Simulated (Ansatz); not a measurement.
**Notes on CrSn2**

```xyz
12
Lattice="5.5734 0.1509 -0.8208 -0.9003 7.9872 -0.2596 -1.1386 -0.4714 6.0677" Properties=species:S:1:pos:R:3 pbc="T T T"
Cr    0.8847    6.4912    5.1813
Cr    4.3945    3.2417    1.9859
Cr    0.0647    7.2673    1.3017
Cr    1.4465    2.7207    1.6663
Sn    0.8700    0.7064    3.9638
Sn    2.8183    2.7095    4.1040
Sn    4.7725    1.4127   -0.0516
Sn    3.3026    0.6389    2.1947
Sn    3.4115    6.9330    3.9546
Sn    0.4505    3.7169    4.9807
Sn   -0.3840    4.6488    0.7218
Sn    3.1046    5.8252    1.4365
```

Single point in Ansatz 0.2.0 with PBE, no spin polarisation. Cutoff 420 eV, PAW datasets, 4×3×3 (shifted by 0.5, 0.5, 0.5 steps) k mesh, cold filling (width 0.0252 eV).

Q: Where is the largest force?

A: The largest is on Sn6: 2.48 eV/Å, components (0.94, 1.80, -1.41). It makes 35° with the line to a nearest neighbour, Cr2 at 2.69 Å, pointing towards it.

Q: How is the charge shared?

A: Bader charges in e: Cr +0.24 to +0.34, Sn -0.19 to -0.10. In the mean Cr gives up most and Sn takes most.

Q: Describe some of the short contacts.

A: Cr–Sn at 2.69 Å: least valence density 0.32 e/Å³ and ELF 0.38 there. Sn–Sn at 2.72 Å: least valence density 0.35 e/Å³ and ELF 0.42 there. Cr–Cr at 2.89 Å: least valence density 0.24 e/Å³ and ELF 0.46 there. These are pseudo-fields; inside the PAW spheres they differ from the all-electron ones.

Q: What is the formation energy?

A: 0.98 eV an atom against the elements' usual phases (free molecules for gases, crystals otherwise, with no correction for O₂ or N₂), so at this geometry it isn't bound against them. Relaxing would lower it.

Q: Metal or insulator?

A: It is a metal on this mesh, though the bands barely overlap, with about 21 states/eV a cell as the mean within 0.25 eV of the Fermi level, mostly Cr d (83 %).

Q: What does the stress say?

A: The pressure is 4.0 GPa (compression positive), so with the atoms held at these fractions the cell would first expand; the forces are large, so a full relaxation may end otherwise. The principal stresses -1.2, 1.9, 11.2 GPa differ, so its shape would change too.

Origin: a disordered cell, so it need not be a known compound. Caveats: no spin polarisation, so a magnetic state may lie lower; the k mesh is coarse if the cell is a metal; atoms or cell far from equilibrium.
